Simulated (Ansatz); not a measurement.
**Sn: energy along a strain**

Sn, Im-3m, a = 3.783 Å (as given, not relaxed at this level: -0.3 GPa). This isn't the element's structure at ambient conditions. Ansatz: r2SCAN, PAW, 500 eV, Γ-centred 22×22×22 mesh on 1 atom, Gaussian smearing 0.15 eV; no spin polarisation. Cell vectors (Å): -1.891 1.891 1.891; 1.891 -1.891 1.891; 1.891 1.891 -1.891. The cell is strained by x per cent times the pattern (1 -1 0 0 0 0) in the order xx yy zz yz xz xy (engineering shears), with fractional coordinates held. y is the free energy over the start, V0 = 27.060 Å³/atom. Symmetry makes y even in x.

| x (%) | y (meV/atom) |
| --- | --- |
| -2.00 | -0.77 |
| -1.00 | -0.10 |
| 0.00 | 0.00 |
| 0.50 | ? |
| 1.50 | -0.33 |
| 1.75 | -0.52 |

**Question.** Fit y = c2 x² + c4 x⁴ to the other rows, get the stiffness along the pattern, and predict the missing energy.

**Answer.** Least squares on the rows shown. y = −0.08301 x² − 0.02764 x⁴. The clamped-ion stiffness p·C·p = 2 × -0.8301 eV × 160.2 / 27.060 Å³ = -9.8 GPa (second derivative at the start, which stands under stress). With a term in x⁶ added, the coefficient of x² becomes -0.05684, 32 % less, which shows how far this figure hangs on the form. At x = 0.50 the fit asked for gives -0.02 meV/atom. The run gave -0.01 meV/atom, so the fit is 0.01 meV/atom too low, within twice the rms miss on the fitted rows (0.007 meV/atom).

Cost: 6 runs of about 10 core-minutes in all, on Intel Xeon Processor @ 2.50GHz (Skylake/Cascade Lake) (shared hosts).